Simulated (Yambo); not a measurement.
G0W0@PBEsol for Cs2KYCl6 (space group Fm-3m, No. 225) in Yambo (2×2×2 mesh, 6 Ry block, plasmon pole, screening fixed), without a terminator:

```tsv
bands N in G	gap Γ → Γ (eV)	shift of the valence edge (eV)
139	7.296	-1.205
239	7.424	-1.563
372	7.487	-1.712
```

### Question
Extrapolate both columns to infinite N with E(N) = E∞ + A/N, test the form, and compare with the terminator.

### Answer
From two points, E∞ = (N2 E2 − N1 E1)/(N2 − N1). The two largest N give 7.60 eV for the gap and -1.98 eV for the shift; the two smallest give 7.60 eV and -2.06 eV. For the gap the slopes A are -43 and -42 eV: the 1/N form holds. For the shift the slopes A are 120 and 100 eV: the form isn't reached, and its limit is uncertain. With the Bruneval-Gonze terminator and 372 bands the run gives 7.54 eV and -1.85 eV, 0.06 eV and 0.13 eV from the extrapolated values: the terminator too is an estimate of the remainder. Block, mesh and the bands in W are held fixed.

Geometry of the Materials Project entry, not relaxed at this level; primitive cell a = b = c = 8.029 Å, α = β = γ = 60.00°.

The structure is a Materials Project entry; no match was found in the copy of COD used, and its stability was not checked.

A shift is the quasiparticle energy of the state minus its PBEsol energy.
